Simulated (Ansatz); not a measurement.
One crystal and one scan (scan of one atom of the cell) at two levels, PBE (plane waves to 420 eV, PAW, scalar-relativistic; Ansatz, a first-principles code) and PBEsol (plane waves to 420 eV, PAW, scalar-relativistic; Ansatz), each from its own relaxed cell and on its own mesh. The cell shown is that of PBE.

HfO2 (tetragonal-ZrO2 type, space group P4_2/nmc)

```yaml
crystal:
  lattice:
    - [3.60482, 0.00000, 0.00000]
    - [0.00000, 3.60482, 0.00000]
    - [0.00000, 0.00000, 5.26502]
  atoms:
    - { symbol: Hf, position: [0.00000, 0.00000, 0.00000] }
    - { symbol: Hf, position: [0.50000, 0.50000, 0.50000] }
    - { symbol: O, position: [0.00000, 0.50000, 0.19324] }
    - { symbol: O, position: [0.00000, 0.50000, 0.69324] }
    - { symbol: O, position: [0.50000, 0.00000, 0.30676] }
    - { symbol: O, position: [0.50000, 0.00000, 0.80676] }
```

In this cell atom 4 (O, nearest neighbour Hf at 2.070 Å; its periodic images, 3.6 Å or more away, move with it) is moved by s towards the nearest neighbour, unit vector (-0.871, 0.000, -0.492); all other atoms and the cell stay fixed.

Energies are smeared free energies. HfO2 is run without spin polarisation. HfO2 was relaxed with its symmetry unable to fall. Spin-orbit coupling is left out, though Hf is heavy. The PAW data are Ansatz's earlier set. This is a high-temperature form of HfO2. (PBE) Left out: 3 of 11 points, with atoms too close for the PAW data. (PBEsol) Left out: 3 of 11 points, with atoms too close for the PAW data. Both scans cover s from -0.620 to 0.248 Å.

ΔE (meV/cell), each from the undisplaced structure of its own level:

| s (Å) | PBE | PBEsol |
|---|---|---|
| -0.620 | 2092 | withheld |
| -0.496 | 1436 | 1460 |
| -0.372 | 871 | 891 |
| -0.248 | 420 | 433 |
| -0.124 | 115 | 119 |
| 0.000 | 0 | 0 |
| 0.124 | 143 | 150 |
| 0.248 | 658 | 691 |

**Question.** Estimate the PBEsol value at -0.620 from the PBE value there and the ratio of the two levels in the two nearest given rows on that side of the minimum.

**Answer.** At -0.496 and -0.372 the ratio PBEsol/PBE averages 1.020, which gives 1.020 × 2092 = 2134 meV/cell. The calculation gives 2112 meV/cell, +1.0 % against PBE.

(A displaced cell: forces are minus the slopes of the energy, force constants its curvatures, and phonons follow from these.)
